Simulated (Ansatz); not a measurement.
Theory: Ansatz, DFT PBE, scalar-relativistic, plane waves, PAW. Settings: cutoff 420 eV, Γ-centred meshes spaced at most about 0.3 Å⁻¹ (2π included), Gaussian smearing. No spin polarisation in the final relaxations.

All energies are static (0 K, no zero-point motion).

Two relaxed structures of MgCd2Se3:

A.

```xyz
6
Lattice="4.3384 0.0000 0.0000 -2.1692 3.7571 0.0000 0.0000 0.0000 10.5960" Properties=species:S:1:pos:R:3 pbc="T T T"
Mg    0.0000    2.5047    7.0887
Cd    0.0000    0.0000   10.5486
Cd    2.1692    1.2524    3.5609
Se    0.0000    0.0000    7.8648
Se    0.0000    2.5047    4.4906
Se    2.1692    1.2524    0.8835
```

B.

```xyz
12
Lattice="4.3425 0.0000 0.0000 -2.1712 3.7607 0.0000 0.0000 0.0000 21.1686" Properties=species:S:1:pos:R:3 pbc="T T T"
Mg    2.1712    1.2536    7.0241
Mg    0.0000    2.5071   17.6084
Cd    2.1712    1.2536   21.1361
Cd    2.1712    1.2536   14.1590
Cd    0.0000    2.5071    3.5748
Cd    0.0000    2.5071   10.5518
Se    2.1712    1.2536    2.6520
Se    2.1712    1.2536    9.6293
Se    2.1712    1.2536   16.8434
Se    0.0000    2.5071    6.2592
Se    0.0000    2.5071   13.2363
Se    0.0000    2.5071   20.2136
```

**Question.** Which form is favoured at zero pressure, and by what margin per atom?

**Answer.** They are level within the accuracy (under 1 meV/atom apart). A has Mg and Cd ordered on zinc blende sites, space group P3m1 (No. 156), 28.8 Å³/atom and a gap of 0.96 eV on its mesh; B has Mg and Cd ordered on wurtzite sites, space group P6_3mc (No. 186), 28.8 Å³/atom and a gap of 1.01 eV. Counting Se atoms around Cd and Mg (those within 1.25 times the shortest such distance or 1.15 times the sum of covalent radii, 1.27 where that leaves under three), A and B both have Mg 4, Cd 4. Both come from invented guesses.

Kohn–Sham gaps at this level usually fall short of measured ones. Cells relaxed within their symmetry can be saddle points.
